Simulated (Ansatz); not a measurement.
Does relaxation matter for the field gradients of SnO2 with Nb replacing Sn?

Start: a supercell of SnO2 (rutile type, P4_2/mnm) built from a measured structure from the Crystallography Open Database (COD), with all atoms left at the host's positions.

Space group Fmmm (No. 69); a = 6.3730, b = 13.4011, c = 13.4011 Å.

```
site  Wyckoff  site symmetry       x       y       z
  Nb       4a            mmm  0.0000  0.0000  0.0000
 Sn2       4b            mmm  0.5000  0.0000  0.0000
 Sn3       8c          2/m..  0.0000  0.7500  0.7500
 Sn5       8d          .2/m.  0.7500  0.0000  0.7500
 Sn7       8e          ..2/m  0.7500  0.2500  0.0000
  O9       8i            mm2  0.0000  0.0000  0.8465
 O10       8i            mm2  0.5000  0.0000  0.8465
 O11      16m            m..  0.0000  0.7500  0.5965
 O13      16k            .2.  0.7500  0.8465  0.7500
 O15      16o            ..m  0.7500  0.0964  0.0000
```

One atom of each set is listed; the run and its k-mesh use a cell of 24 atoms with edges of 7.42, 7.42, 7.42 Å.

The numbers come from a DFT calculation in Ansatz (PBE, plane waves and PAW, scalar-relativistic, collinear spin, 420 eV cutoff, Γ-centred 4×4×4 k-points, Fermi–Dirac smearing 0.01 eV). Start moments as typed (μB): 1 on each Nb, none on the rest.

The largest force at the start is 1.3 eV/Å. Relaxing the ions at fixed cell moves them by 0.053 Å at most (atom 9, O) and 0.026 Å rms.

```
site  moved (Å)                   first shell before                    first shell after  V_zz before (10²¹ V/m²)  η before
  Nb      0.000                   6 O at 2.05–2.06 Å                   6 O at 2.01–2.02 Å                    11.02      0.85
 Sn2      0.000                   6 O at 2.05–2.06 Å                   6 O at 2.06–2.08 Å                    -4.35      0.85
 Sn3      0.000                   6 O at 2.05–2.06 Å                   6 O at 2.04–2.06 Å                     5.46      0.93
 Sn5      0.000                   6 O at 2.05–2.06 Å                   6 O at 2.04–2.09 Å                     6.22      0.84
 Sn7      0.000                   6 O at 2.05–2.06 Å                        6 O at 2.06 Å                    -5.90      0.81
  O9      0.053       2 Sn at 2.05 Å, 1 Nb at 2.06 Å       1 Nb at 2.01 Å, 2 Sn at 2.09 Å                    -7.21      0.50
 O10      0.002                  3 Sn at 2.05–2.06 Å                  3 Sn at 2.05–2.06 Å                   -10.42      0.01
 O11      0.029                  3 Sn at 2.05–2.06 Å                  3 Sn at 2.04–2.06 Å                   -10.50      0.09
 O13      0.018                  3 Sn at 2.05–2.06 Å                  3 Sn at 2.04–2.06 Å                   -10.45      0.12
 O15      0.039  1 Nb at 2.05 Å, 2 Sn at 2.05–2.06 Å  1 Nb at 2.02 Å, 2 Sn at 2.06–2.08 Å                    -6.00      0.91
```

(1) What are V_zz and η after the relaxation?

## Answers

(1) 

| site | V_zz after | η after | change of V_zz |
| --- | --- | --- | --- |
| Nb | -8.01 | 0.64 | – |
| Sn2 | 5.49 | 0.14 | – |
| Sn3 | 5.82 | 0.24 | +0.36 |
| Sn5 | 7.57 | 0.11 | +1.35 |
| Sn7 | -5.25 | 0.93 | +0.65 |
| O9 | -6.84 | 0.47 | +0.37 |
| O10 | -10.61 | 0.09 | -0.19 |
| O11 | -10.65 | 0.14 | -0.15 |
| O13 | -10.56 | 0.19 | -0.11 |
| O15 | -6.30 | 0.93 | -0.30 |

The largest change of V_zz along a kept axis is on Sn5, from 6.22 to 7.57. The whole tensor moves most on Nb, by 4.45 along its most changed direction. In per cent, |V_zz| changes by -11 to +22 on Sn, -5 to +5 on O (all sites that start above 2, bar those whose gradient vanishes or changes sign or whose main axis turns by over 40°). Where |V_zz| stays above 0.1 and the axes keep their order, η moves most on Sn5, from 0.84 to 0.11. On Nb, Sn2 the largest principal value lies along another axis in the second run, so the two V_zz can't be compared directly.

The defect repeats with the cell of 24 atoms, so it feels its images: sites between two images don't show the values beside a lone defect, and zeros or small values of η there can come from the images' arrangement. O and Sn carry a gradient in the pure host already, so the values there aren't the defect's effect alone. The defect cell has no gap above 0.1 eV on its mesh, so the values can hang on the smearing and the k-mesh. Without spin–orbit coupling (the program notes it for Nb and Sn) the gradients can shift somewhat, as the gap is small. The run lost most of its start moments on Nb; a state with other moments may lie lower.
Before: The cell keeps the host's lattice, where the PBE pressure is 11 GPa. The neighbours have not yet relaxed around the defect (largest force 1.3 eV/Å), so a real crystal will differ.
After: The relaxation keeps the site symmetry mmm of the start, so the impurity can't leave its site; a distortion that would localise the partly filled state isn't explored. The cell keeps the host's lattice, where the PBE pressure is 12 GPa.
